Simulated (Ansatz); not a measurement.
Co (hcp, Mg type)

```xyz
2
Lattice="2.4939 0.0000 0.0000 -1.2470 2.1598 0.0000 0.0000 0.0000 4.0318" Properties=species:S:1:pos:R:3 pbc="T T T"
Co     0.0000     1.4399     3.0239
Co     1.2470     0.7199     1.0080
```

E(V) scan at fixed shape, V₀ the volume above. Symmetry pins the atoms to their sites.

Level of theory: PBE (plane waves to 420 eV, PAW, scalar-relativistic; Ansatz, a first-principles code). k mesh 21×21×12 (Γ-centred), Fermi-Dirac smearing 0.05 eV. The energy includes the smearing's −TS. Compression counts positive. With the shape held, the modulus is that of even scaling; a crystal free to change shape is softer. Co was relaxed with its symmetry unable to fall. Relaxed Co ends ferromagnetic. Other magnetic orders were not checked, so this need not be the ground state. The zero of ΔE is the relaxed starting cell. The last digit holds for this mesh only.

```
V (Å³/atom)  ΔE (meV/atom)
-----------  -------------
9.773                 88.0
9.954                 58.8
10.135                36.3
10.316                19.7
10.497                 8.4
10.677                 2.0
10.858                 0.0
11.040                 1.9
11.220                 7.4
11.401                16.2
11.582                28.0
11.763                42.6
11.944            withheld
```

Q: Fit a third-order Birch-Murnaghan form (E₀, V₀, B₀, B₀′ free) to the given rows and predict ΔE at V = 11.944.

A: Least squares on the 12 given rows: ΔE = E₀ + (9V₀B₀/16)·y²·[2 + (B₀′ − 4)y], y = (V₀/V)^(2/3) − 1, with V₀ = 10.858 Å³/atom, B₀ = 211.7 GPa (160.2 GPa = 1 eV/Å³; the term in eV is multiplied by 1000), B₀′ = 4.88, E₀ = -0.06 meV/atom; root-mean-square residual 0.05 meV/atom. At 11.944 the fit gives 59.5 meV/atom; the calculation gives 59.7 meV/atom, so the extrapolation is off by -0.2 (-0.3 %). For the pressure the fit gives -16.0 GPa against the computed -16.2 GPa.

(Under strain, the slope of the energy per volume gives the stress and its curvature an elastic modulus.)
